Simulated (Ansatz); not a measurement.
input.yaml (Ansatz)

```yaml
crystal:
  lattice:
    - [-2.4291097031, 2.6121139214, 0.7866066012]
    - [2.6121139214, -2.4291097031, 0.7866066012]
    - [1.9403933455, 1.9403933455, -0.4514340402]
  atoms:
    - { symbol: B, position: [0.0679677043, 0.9320322957, 0.0] }
    - { symbol: B, position: [0.6820322957, 0.3179677043, 0.5] }
hamiltonian:
  xc: lda
  pseudopotentials:
    kind: paw
    azcp:
      B: "pseudopotentials/B.paw.azcp"
basis:
  ecutwfc: 420
  fft_grid_basis: typed
kpoints:
  mp_grid: { grid: [22, 22, 13], shift: [0, 0, 0] }
magnetization:
  spin_polarized: false
scf:
  occupations: { method: fermi_dirac, width: 0.1 }
  lower_state_search: "off"
output:
  stress: true
  write_density: true
  write_potential: true
  elf: true
  volumetric_format: npy
```

Output

```
Warning: the record states the generating functional pbe (its physics header spells it `PBE`), which answers neither for hamiltonian.xc's functional nor for the lda family's — results may be inconsistent (PPs are generated against a specific XC)
Engine: ansatz 0.2.0, aarch64-unknown-linux-gnu
Pseudopotentials: kind: paw
Pseudopotential: B, paw, valence charge 3, recommended cutoff 420 eV (normal) 
Functional definition: SPW92
  exchange = slater_x
  correlation = pw_c
Crystal: 2 atoms, lattice volume = 15.806 Å³
Basis set: ecut = 420 eV, 305 PW (Γ)
Bands: 7, of which v1, the nominal top of the filled ones, is band 3 counted from 1 (2 counted from 0)
Symmetry: 8 space group operations
Space group: Cmcm (ITA 63), of the structure as read, at distance tolerance 2.5e-5 Å
k-points: 931 of 6292
Non-local potential: B, projectors of the file, l = 0: 2, l = 1: 2, l = 2: 1
PAW form: soft (Blöchl's): semilocal exchange-correlation on the pseudo side does not see the compensation charge
PAW frozen core: B, regenerated for the run's functional, and the local potential with it (the file was generated under x = pbe(κ = 0.804, μ = 0.2195149727645171), c = pbe(β = 0.06672455060314922))
PAW one-centre angular grid: B, 110 points (default); XC on 64 Gauss nodes
Initial density: superposition of atomic densities (neutral atoms: chi_scale 0, normalization atom), corrected by the library's trained network
Initial wavefunctions: pseudopotential atomic-orbital guess
Functional: x = slater, c = lda
SCF iter   1: F=—  HF=-298.537729 eV  |F-HF|=—  |Δ(HF+E_count)|=         —  Δρ=1.33e-2  dr2=4.92e-2  ethr=1.77e-3  ⟨swp⟩=4.5  Hψ=45756  notcnv=0
SCF iter   2: F=—  HF=-298.526469 eV  |F-HF|=—  |Δ(HF+E_count)|=   1.13e-2  Δρ=8.26e-3  dr2=2.24e-2  ethr=8.20e-4  ⟨swp⟩=1.0  Hψ=13965  notcnv=0
SCF iter   3: F=—  HF=-298.516792 eV  |F-HF|=—  |Δ(HF+E_count)|=   9.68e-3  Δρ=8.49e-4  dr2=8.28e-5  ethr=3.73e-4  ⟨swp⟩=2.5  Hψ=11840  notcnv=0  defer=1
SCF iter   4: F=—  HF=-298.516795 eV  |F-HF|=—  |Δ(HF+E_count)|=   2.38e-6  Δρ=9.32e-5  dr2=1.32e-6  ethr=1.38e-6  ⟨swp⟩=1.9  Hψ=9012  notcnv=0  defer=39
iter 5 did not close the SCF: its close was put off for the readings that it lacked (scf_convergence_deferred on its scf_iter line)
SCF iter   5: F=-298.516794 eV  HF=-298.516794 eV  |F-HF|=3.54e-10  |Δ(HF+E_count)|=   4.03e-7  Δρ=6.86e-6  dr2=2.89e-9  ethr=2.19e-8  ⟨swp⟩=2.4  Hψ=8521  notcnv=0  defer=40
SCF iter   6: F=-298.516794 eV  HF=-298.516794 eV  |F-HF|=2.27e-11  |Δ(HF+E_count)|=   1.12e-9  Δρ=5.63e-7  dr2=3.83e-11  ethr=4.82e-11  ⟨swp⟩=5.6  Hψ=30765  notcnv=0
the search or the solves at the SCF's close seem to have found levels that the self-consistency loop had missed (the run counts 1). By its estimate they hold under 1e-12 electrons; where the run keeps them, the occupations were computed again with them
SCF 1 converged in 6 iterations: F = -298.516794 eV  dr2 = 3.83e-11
SCF converged after 6 iterations
Free energy (F): -298.516794 eV
Harris-Foulkes:  -298.516794 eV  (|F-HF|=2.27e-11)
Internal energy: -298.506582 eV  (E = F + TS)
E sigma→0 (E₀):  -298.511688 eV
Entropy (-TS):   -0.010212 eV (-5.106 meV/atom)
Fermi energy:    8.339753 eV
--- Per-component energies (eV) ---
  E_band       = 4.642989
  E_kinetic    = 101.994815
  E_local      = -93.550665  (includes V_loc(G=0)·N_el)
  E_nonlocal   = 24.553735
  E_hartree    = 27.587014
  E_xc         = -64.685260
  E_vxc        = -77.011605  (∫ρ·V_xc dr)
  E_paw        = -145.452193  (= ΣΔE_a)
  E_vpaw       = -6.517330  (= ΣTr[D̂ρ^β])
  E_aug_tail   = -0.000008  (compensation charges beyond the density's cutoff)
  E_ewald      = -149.045690
  E_core_change = 0.091669  (= ΣΔE_core)
  E_smearing   = -0.010212  (= −TS)
  E_closure    = 0.000000  (closes the sum)
  Σ components = -298.516794   (vs F -298.516794, Δ=0.00e0)
--- Stress (GPa, compression-positive) ---
        5.137540       3.158027       1.002683
        3.158027       5.137540       1.002683
        1.002683       1.002683      16.681939
  P = ⅓ Tr σ = 8.9857 GPa (89.857 kbar)
--- Band table (eV; the first three rows and the last of 931) ---
  k-point 0: bands = ["-8.3500", "2.6808", "2.8851", "5.5493", "11.9129", "17.6279", "21.6366"]
  k-point 1: bands = ["-8.2669", "2.1886", "2.9759", "5.6025", "12.5621", "16.9701", "22.3657"]
  k-point 2: bands = ["-8.0174", "1.0423", "3.2022", "5.7476", "14.2164", "15.7221", "21.1670"]
  k-point 930: bands = ["-4.9711", "-3.9348", "2.7610", "3.9242", "19.3512", "20.3638", "23.4016"]
```
